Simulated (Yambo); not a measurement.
Yambo run on AgI (zinc blende, space group F-43m, No. 216) under isotropic strain of +1 % on all lattice vectors. The wavefunctions come from this Quantum ESPRESSO step (PBEsol, PseudoDojo standard norm-conserving files, scalar-relativistic):

```
&CONTROL
  calculation = 'nscf'
  pseudo_dir = './pseudo'
  outdir = './out'
/
&SYSTEM
  ibrav = 0
  nat = 2
  ntyp = 2
  ecutwfc = 82.0
  ecutrho = 328.0
  occupations = 'fixed'
  force_symmorphic = .true.
  nbnd = 131
/
&ELECTRONS
  conv_thr = 2e-09
  diago_full_acc = .true.
  diago_thr_init = 1e-08
/
ATOMIC_SPECIES
Ag 107.8682 Ag.upf
I 126.9045 I.upf
CELL_PARAMETERS angstrom
  0.000000000000   3.255067071104   3.255067071104
  3.255067071104   0.000000000000   3.255067071104
  3.255067071104   3.255067071104   0.000000000000
ATOMIC_POSITIONS crystal
Ag   0.000000000000   0.000000000000   0.000000000000
I   0.250000000000   0.250000000000   0.250000000000
K_POINTS automatic
4 4 4 0 0 0
```

Yambo input:

```
rim_cut
gw0
dyson
el_el_corr
HF_and_locXC
ppa
em1d
RandQpts= 1000000
RandGvec= 1 Ry
EXXRLvcs= 82 Ry
VXCRLvcs= 328 Ry
Chimod= "HARTREE"
% BndsRnXp
 5 | 129 |
%
NGsBlkXp= 8 Ry
% LongDrXp
 1.0 | 1.0 | 1.0 |
%
PPAPntXp= 27.2114 eV
% GbndRnge
 1 | 129 |
%
GTermKind= "BG"
DysSolver= "n"
ExtendOut
% QPkrange
 1 | 1 | 13 | 14 |
 3 | 3 | 13 | 14 |
 8 | 8 | 13 | 14 |
%
```

k points by index: 1 = Γ, 3 = L, 8 = W.

Resulting energies as the program prints them:

```
#    K-point    Band    Eo [eV]    E [eV]    E-Eo [eV]    Vxc [eV]    Vnlxc [eV]    Sc|Eo [eV]    Sc|E [eV]    dSc/dw|Eo [eV]    Re(Z)    Im(Z)
#
    1    13    0.000000    -0.863267    -0.863267    -17.12434    -20.62653    2.415671    2.638924    -7.036271    0.794545    -0.001419
    1    14    1.199199    1.541580    0.342382    -9.439962    -5.441639    -3.582499    -3.655941    -5.835081    0.823426    -0.001292
    3    13    -0.717404    -1.642150    -0.924746    -16.32780    -20.05383    2.558166    2.801283    -7.152904    0.791848    -0.001467
    3    14    2.656271    3.071170    0.414898    -10.04057    -5.844308    -3.689815    -3.781362    -6.002452    0.819276    -0.001320
    8    13    -1.624450    -2.630675    -1.006225    -18.06055    -22.71169    3.364813    3.644916    -7.573624    0.782270    -0.001576
    8    14    4.688696    5.278959    0.590263    -11.84453    -6.976876    -4.132541    -4.277386    -6.675835    0.802996    -0.001431
```
(The two width columns are left out.) Convergence of these settings isn't established.

Spin-orbit coupling is not included.

Geometry strained from the cell relaxed with PBEsol, atoms relaxed again.
